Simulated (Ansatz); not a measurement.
**One relaxed cell of ZnS at several levels**

A database entry relaxed whole under r2SCAN at zero pressure (P6_3mc, No. 186):

```
Zn S
1.0
     3.81035    0.00000    0.00000
    -1.90518    3.29986    0.00000
     0.00000    0.00000   24.91792
Zn S
8 8
Direct
  0.00000 0.00000 0.00004
  0.00000 0.00000 0.50004
  0.33333 0.66667 0.12494
  0.66667 0.33333 0.62494
  0.33333 0.66667 0.37515
  0.66667 0.33333 0.87515
  0.33333 0.66667 0.75004
  0.66667 0.33333 0.25004
  0.00000 0.00000 0.09372
  0.00000 0.00000 0.59372
  0.33333 0.66667 0.21862
  0.66667 0.33333 0.71862
  0.33333 0.66667 0.46881
  0.66667 0.33333 0.96881
  0.33333 0.66667 0.84388
  0.66667 0.33333 0.34388
```

Its volume is 19.58 Å³ an atom, -0.7 % against the entry's 19.71, which is old or was flagged in a check.

Single points on this cell with plane-wave PAW DFT (Ansatz 0.2.0; r2SCAN 500 eV, hybrids 420 eV; fermi-dirac occupations of width 0.020 eV; no moments): r2SCAN on a 12×12×2 Γ-centred mesh; HSE06 on a 6×6×2 Γ-centred mesh; PBE0 on a 6×6×2 Γ-centred mesh.

**Question.** How do gap, pressure and charges move from level to level?

**Answer.** The runs give:

| level | gap (eV), or kind | pressure (GPa) | Bader charge of Zn (e) | Bader charge of S (e) |
| --- | --- | --- | --- | --- |
| r2SCAN | 2.72 | 0.0 | +0.97 | -0.97 |
| HSE06 | 3.38 | 1.5 | +0.98 | -0.98 |
| PBE0 | 4.05 | 1.3 | +0.98 | -0.98 |

Under r2SCAN the gap is 2.72 eV, over mesh and band path. HSE06 moves it by +0.67 eV and PBE0 by +1.33 eV; PBE0 keeps its exact exchange at long range, which widens the gap over HSE06's by 0.66 eV on their common mesh.

Caveats: the relaxation kept the start's symmetry; HSE06 is read on its mesh and at the zone's corners, PBE0 on its mesh alone; hybrid pressures are good to a few tenths of a GPa; pressure is positive in compression.
